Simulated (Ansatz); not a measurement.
## CoB₂W₂ under strain

Theory: DFT r2SCAN, scalar-relativistic, plane waves, PAW in Ansatz. Settings: 500 eV cutoff, 12×8×6 k-mesh, Gaussian smearing of 0.10 eV, no spin polarisation.

The relaxed crystal:

```
CELL_PARAMETERS angstrom
3.16770 0.00000 0.00000
0.00000 4.53964 0.00000
0.00000 0.00000 7.06467
ATOMIC_POSITIONS crystal
Co 0.00000 0.00000 0.00000
Co 0.50000 0.50000 0.50000
B 0.50000 0.70689 0.00000
B 0.50000 0.29311 0.00000
B 0.00000 0.20689 0.50000
B 0.00000 0.79311 0.50000
W 0.00000 0.50000 0.79881
W 0.00000 0.50000 0.20119
W 0.50000 0.00000 0.29881
W 0.50000 0.00000 0.70119
```

Deformation: c alone is stretched, the rest of the cell is held and the atoms relax, all within the symmetry that the strain leaves. Energies are extrapolated to zero smearing. Stress is positive in compression, on the Cartesian axes of the cell above. On this cell's mesh the reference holds a stress of up to 0.16 GPa.

Spin–orbit coupling is left out, which can shift energies with elements as heavy as these.

Strains computed: -1.5, +1.5 %.

Task: At which strain does the energy stand 4.6 meV/atom over the relaxed crystal with σxx = 4.00, σyy = 2.73, σzz = 10.10 GPa?

Result: -1.5 %.